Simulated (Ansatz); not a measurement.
MgTe:
```
MgTe
1.0
    4.50645     0.00000     0.00000
   -2.25322     3.90270     0.00000
    0.00000     0.00000    14.68908
Mg Te
4 4
Direct
  0.00000   0.00000   0.00056
  0.00000   0.00000   0.50056
  0.66667   0.33333   0.75014
  0.33333   0.66667   0.25014
  0.00000   0.00000   0.81268
  0.00000   0.00000   0.31268
  0.66667   0.33333   0.56225
  0.33333   0.66667   0.06225
```

x, y and z are the axes in which the lattice vectors are written.

Q: Give the proper piezoelectric stress tensor with relaxed ions from plane-wave PAW LDA (Ansatz code).

A: In C/m², rows x, y, z, Voigt columns; mesh uncertainty up to 0.00.
```
 0.00   0.00   0.00   0.00   0.10   0.00
 0.00   0.00   0.00   0.10   0.00   0.00
 0.11   0.11  -0.22   0.00   0.00   0.00
```

The elastic tensor of the same run (GPa):

```
56.1  32.6  27.5   0.0   0.0   0.0
32.6  56.1  27.5   0.0   0.0   0.0
27.5  27.5  60.9   0.0   0.0   0.0
 0.0   0.0   0.0  10.4   0.0   0.0
 0.0   0.0   0.0   0.0  10.4   0.0
 0.0   0.0   0.0   0.0   0.0  11.7
```

Q: Convert to strain constants d = e·S.

A: In pC/N:
```
 0.0   0.0   0.0   0.0   9.3   0.0
 0.0   0.0   0.0   9.3   0.0   0.0
 3.4   3.4  -6.7   0.0   0.0   0.0
```

Space group P6_3mc. The cell is a constructed one: a structure type filled with these elements; the Crystallography Open Database files this formula in space group No. 186, but the cells were not matched. Its standing as an ambient phase is unchecked. The cell was relaxed with LDA under the symmetry of its start; its stability against distortions is not shown here. Signs of piezoelectric constants follow the polarity of the cell as given. Scalar-relativistic: spin–orbit coupling is off unless named, which matters more the heavier the elements.

Potentials: the later of the program's two PAW sets.
